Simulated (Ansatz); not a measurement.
YBRh3:
```cif
data_BRh3Y
_chemical_formula_sum 'Y1 Rh3 B1'
_space_group_name_H-M_alt 'P 1'
_space_group_IT_number 1
_cell_length_a 4.17504
_cell_length_b 4.17504
_cell_length_c 4.17504
_cell_angle_alpha 90.000
_cell_angle_beta 90.000
_cell_angle_gamma 90.000
loop_
_space_group_symop_operation_xyz
  'x, y, z'
loop_
_atom_site_label
_atom_site_type_symbol
_atom_site_fract_x
_atom_site_fract_y
_atom_site_fract_z
_atom_site_occupancy
Y1 Y 0.00000 0.00000 0.00000 1
Rh1 Rh 0.00000 0.50000 0.50000 1
Rh2 Rh 0.50000 0.00000 0.50000 1
Rh3 Rh 0.50000 0.50000 0.00000 1
B1 B 0.50000 0.50000 0.50000 1
```

Relaxed with r²SCAN.

Tabulate the valence density and the electron localisation function along the shortest Y–Rh contact (2.95 Å), the program Ansatz at the r²SCAN level (PAW).



```
distance from Y (Å)  density (e/Å³)   ELF
-------------------  --------------  ----
0.30                           3.67  0.66
0.44                           3.53  0.81
0.59                           2.73  0.86
0.74                           1.72  0.83
0.89                           0.93  0.70
1.03                           0.47  0.36
1.18                           0.26  0.13
1.33                           0.20  0.09
1.48                           0.20  0.16
1.62                           0.26  0.26
1.77                           0.38  0.30
1.92                           0.64  0.36
2.07                           1.28  0.47
2.21                           2.88  0.61
2.36                           5.48  0.70
2.51                           8.74  0.75
2.66                          11.90  0.77
```

The density is the valence pseudo-density with augmentation charge, so density and ELF within about 1 Å of a nucleus are not all-electron values.

Space group Pm-3m (cubic perovskite). The workflow started from an entry of the Crystallography Open Database (COD). Whether it is the stable phase at ambient conditions was not checked. The cell was relaxed with r²SCAN under the symmetry of its start; its stability against distortions is not shown here. No spin polarisation was allowed.

Potentials: the later of the program's two PAW sets.
